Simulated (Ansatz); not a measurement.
## Al2Cu: from a starting cell to a relaxed one

The start is a relaxed Al2Cu cell, doubled along one cell vector, shaken by Gaussian noise of σ = 0.08 Å a coordinate. Cell shape, volume and atoms are optimised at zero target pressure with r2SCAN (plane waves to 500 eV, PAW, scalar-relativistic; Ansatz, a first-principles code). The first steps use a coarse 3×6×6 k-mesh.

Input geometry:
```
CELL_PARAMETERS angstrom
     10.44186     0.00000     0.00000
      0.00000     5.22093     0.00000
      0.00000     0.00000     5.22093
ATOMIC_POSITIONS crystal
  Al 0.37494 0.75460 0.71911
  Al 0.86856 0.73757 0.74389
  Al 0.38398 0.24943 0.25298
  Al 0.87051 0.22257 0.26623
  Al 0.11370 0.73558 0.25604
  Al 0.64302 0.76068 0.24624
  Al 0.12730 0.24493 0.76351
  Al 0.63724 0.26697 0.75786
  Cu 0.99126 0.03270 0.99892
  Cu 0.49485 0.01168 0.01317
  Cu 0.26390 0.48511 0.50320
  Cu 0.74846 0.47368 0.47879
```

- Largest initial force: 2.20 eV/Å, on Cu10 (atoms numbered as listed)
- Volume change: -36.2 %, from 23.72 to 15.14 Å³/atom
- Shortest distances (start → end): The closest pairs of elements (up to four, under 3.6 Å), start → end: Al–Cu 2.11 → 2.39 Å; Cu–Cu 4.24 → 2.52 Å; Al–Al 3.39 → 2.61 Å
- Optimiser moves: 31

Final structure:

```xyz
12
Lattice="4.6944 0.0000 0.0000 0.5766 4.7745 0.0000 1.8696 0.6007 8.1082" Properties=species:S:1:pos:R:3 pbc="T T T"
Al     4.9366     0.9658     5.0829
Al     1.4331     1.9977     0.8784
Al     2.4919     2.4785     4.7215
Al     3.0733     4.1247     0.0290
Al     5.7675     2.0848     7.5896
Al     3.5373     1.1637     2.4084
Al     2.5310     4.2502     6.7724
Al     4.9744     3.4132     3.2602
Cu     0.8267     4.5582     0.9516
Cu     3.2274     4.8511     4.4886
Cu     4.7829     3.4007     5.8481
Cu     2.6204     3.5437     2.4206
```

Final values are on a 10×10×6 k-mesh of the relaxed cell. No spin polarisation in the result.

The relaxed structure here is a generated cell of Al2Cu: the first start was made by placing the elements on the sites of a structure type, and the end was not matched to a known phase here, so it may be hypothetical. Known forms of Al2Cu include space group No. 140.
